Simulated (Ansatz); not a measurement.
This cell of Mo (bcc, W type) is off equilibrium:

```xyz
2
Lattice="-3.1607 3.1607 3.1607 1.5804 -1.5804 1.5804 1.5804 1.5804 -1.5804" Properties=species:S:1:pos:R:3 pbc="T T T"
Mo     0.1909     0.1909     0.0000
Mo    -1.5804     1.5804     1.5804
```

Computed with PBE (plane waves to 420 eV, PAW, scalar-relativistic; Ansatz, an electronic-structure program). k mesh 17×17×17 (Γ-centred), Fermi-Dirac smearing 0.05 eV. E stands for the smeared free energy. Stress and pressure are positive under compression. With partly filled bands, energies and forces of such displacements shift with the k mesh and the smearing. Mo is run without spin polarisation. Mo was relaxed with its symmetry unable to fall.

Problem. What forces act on the atoms (eV/Å, Cartesian)?

Solution. 
```
atom      Fx      Fy      Fz
----  ------  ------  ------
Mo1   -0.781  -1.778  -0.543
Mo2    0.781   1.778   0.543
```

Problem. Give the stress tensor in GPa and the pressure.

Solution. 
```
    3.2      0.4      0.6
    0.4      7.0      2.3
    0.6      2.3      1.6
```
The pressure, a third of the trace, is 4.0 GPa.

Problem. In it atom 1 sits (0.191, 0.191, 0.000) Å away from its relaxed site. What is its energy relative to the relaxed cell?

Solution. 239 meV/cell.

(For displaced atoms, the force is minus the slope of the energy, and its curvature is a force constant, which sets phonon frequencies.)
